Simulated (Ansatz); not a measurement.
BN:
```cif
data_B2N2
_chemical_formula_sum 'B2 N2'
_space_group_name_H-M_alt 'P 1'
_space_group_IT_number 1
_cell_length_a 2.48735
_cell_length_b 2.48735
_cell_length_c 6.53601
_cell_angle_alpha 90.000
_cell_angle_beta 90.000
_cell_angle_gamma 120.000
loop_
_space_group_symop_operation_xyz
  'x, y, z'
loop_
_atom_site_label
_atom_site_type_symbol
_atom_site_fract_x
_atom_site_fract_y
_atom_site_fract_z
_atom_site_occupancy
B1 B 0.00000 0.00000 0.75000 1
B2 B 0.00000 0.00000 0.25000 1
N1 N 0.66667 0.33333 0.25000 1
N2 N 0.33333 0.66667 0.75000 1
```

Relaxed with the program Ansatz at the LDA level (PAW). Indices refer to the conventional cell of P6_3/mmc, a = 2.487 Å, b = 2.487 Å, c = 6.536 Å, α = 90.00°, β = 90.00°, γ = 120.00°.

**Question.** Simulate the powder diffraction pattern (Cu Kα, λ = 1.54184 Å; lines above 1 %) up to 2θ = 90°.

**Answer.** Simulated powder pattern, Cu Kα, λ = 1.54184 Å (kinematic, ideal powder, no thermal factors, no anomalous dispersion; the 30 strongest lines at most, above 1 %, up to 2θ = 90°):

```
2θ (°)  d (Å)  I/Imax (%)         hkl
------  -----  ----------  ----------
27.29   3.268         100      (0002)
44.27   2.046          32  (1 0 -1 1)
56.30   1.634         7.1      (0004)
60.43   1.532         9.1  (1 0 -1 3)
76.61   1.244         7.0  (1 1 -2 0)
83.10   1.162          11  (1 1 -2 2)
87.24   1.118         2.5  (1 0 -1 5)
```

The first step of the workflow began from a Materials Project structure, measured or hypothetical. Its sites differ from those of the usual phase in this space group: another stacking or structure type. The cell was relaxed with LDA under the symmetry of its start; phonons on a q-mesh show no instability. A crystal of weakly bound layers computed without a dispersion correction: the cell and the soft elastic constants depend strongly on that.

Potentials: the earlier of the program's two PAW sets.
